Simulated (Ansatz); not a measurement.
## Zincblende alloy of GaAs and InAs (20 of 32 Ga sites exchanged), 64 atoms

Ansatz, PAW, plane waves. PBEsol relaxation of volume and atoms (shape held) at the single k point (¼, ¼, ¼) without its symmetry partners; single points on the relaxed atoms at the Γ point alone, onto which points of the small cell's zone fold. Arrangement: random. No spin–orbit coupling unless named.

Relaxed structure:

```cif
data_structure
_symmetry_space_group_name_H-M 'P 1'
_symmetry_Int_Tables_number 1
_cell_length_a 11.8483
_cell_length_b 11.8483
_cell_length_c 11.8483
_cell_angle_alpha 90.000
_cell_angle_beta 90.000
_cell_angle_gamma 90.000
_cell_volume 1663.31
loop_
_atom_site_label
_atom_site_type_symbol
_atom_site_fract_x
_atom_site_fract_y
_atom_site_fract_z
_atom_site_occupancy
In1 In 0.00095 0.00334 0.99322 1
In2 In 0.00043 0.99810 0.50525 1
In3 In 0.00094 0.49814 0.00232 1
In4 In 0.50025 0.00340 0.99770 1
In5 In 0.50039 0.99783 0.50248 1
In6 In 0.50081 0.49890 0.00766 1
In7 In 0.24799 0.25070 0.00168 1
In8 In 0.24858 0.25510 0.49921 1
In9 In 0.24817 0.75037 0.99787 1
In10 In 0.75280 0.25085 0.00210 1
In11 In 0.75193 0.25525 0.49890 1
In12 In 0.75374 0.75081 0.99835 1
In13 In 0.25086 0.00328 0.25285 1
In14 In 0.24582 0.50226 0.74405 1
In15 In 0.75042 0.00323 0.25304 1
In16 In 0.75434 0.50224 0.74406 1
In17 In 0.99975 0.74419 0.25635 1
In18 In 0.50033 0.24681 0.74859 1
In19 In 0.50014 0.74444 0.25665 1
In20 In 0.49952 0.75287 0.74382 1
Ga1 Ga 0.99935 0.50105 0.49784 1
Ga2 Ga 0.49841 0.50173 0.49399 1
Ga3 Ga 0.24621 0.74524 0.50149 1
Ga4 Ga 0.75041 0.74372 0.50162 1
Ga5 Ga 0.24389 0.99621 0.74633 1
Ga6 Ga 0.24866 0.49805 0.25655 1
Ga7 Ga 0.75410 0.99658 0.74679 1
Ga8 Ga 0.74918 0.49800 0.25660 1
Ga9 Ga 0.99924 0.25648 0.25270 1
Ga10 Ga 0.00002 0.24696 0.74689 1
Ga11 Ga 0.99827 0.75130 0.74223 1
Ga12 Ga 0.49923 0.25631 0.25272 1
As1 As 0.11628 0.13227 0.13255 1
As2 As 0.12654 0.12637 0.63448 1
As3 As 0.13286 0.61803 0.13234 1
As4 As 0.11557 0.63021 0.61628 1
As5 As 0.61755 0.13373 0.13231 1
As6 As 0.63475 0.11859 0.62901 1
As7 As 0.63518 0.61997 0.13278 1
As8 As 0.62227 0.62283 0.61095 1
As9 As 0.37209 0.37565 0.13912 1
As10 As 0.38335 0.38251 0.61833 1
As11 As 0.37678 0.87408 0.12584 1
As12 As 0.35917 0.87394 0.62147 1
As13 As 0.87392 0.37724 0.13895 1
As14 As 0.89051 0.37531 0.62350 1
As15 As 0.87882 0.87648 0.12615 1
As16 As 0.86735 0.86653 0.62699 1
As17 As 0.38320 0.13329 0.37245 1
As18 As 0.36403 0.11714 0.86661 1
As19 As 0.36581 0.61867 0.38272 1
As20 As 0.37686 0.62340 0.87428 1
As21 As 0.88401 0.13235 0.37201 1
As22 As 0.87291 0.12584 0.86065 1
As23 As 0.86776 0.61670 0.38308 1
As24 As 0.88480 0.63109 0.86811 1
As25 As 0.11768 0.38217 0.37137 1
As26 As 0.11786 0.36801 0.86694 1
As27 As 0.13161 0.86908 0.38248 1
As28 As 0.12213 0.87229 0.86071 1
As29 As 0.61828 0.38134 0.37108 1
As30 As 0.62622 0.37669 0.87436 1
As31 As 0.63341 0.86760 0.38334 1
As32 As 0.63168 0.88154 0.86825 1
```

Problem. What are the mean bond lengths by pair (pairs within 1.2 times the sum of covalent radii, less contacts 15 % beyond the pair's median; cation–cation pairs of compounds aside; long ionic contacts are cut short by that bound)?

Solution. As–Ga 2.474 ± 0.013 Å (standard deviation, 48 bonds); As–In 2.624 ± 0.012 Å (standard deviation, 80 bonds).

Problem. What gap lies between the top filled and the lowest empty level in the single points?

Solution. HSE06 0.72 eV (40 s on NVIDIA GB200).
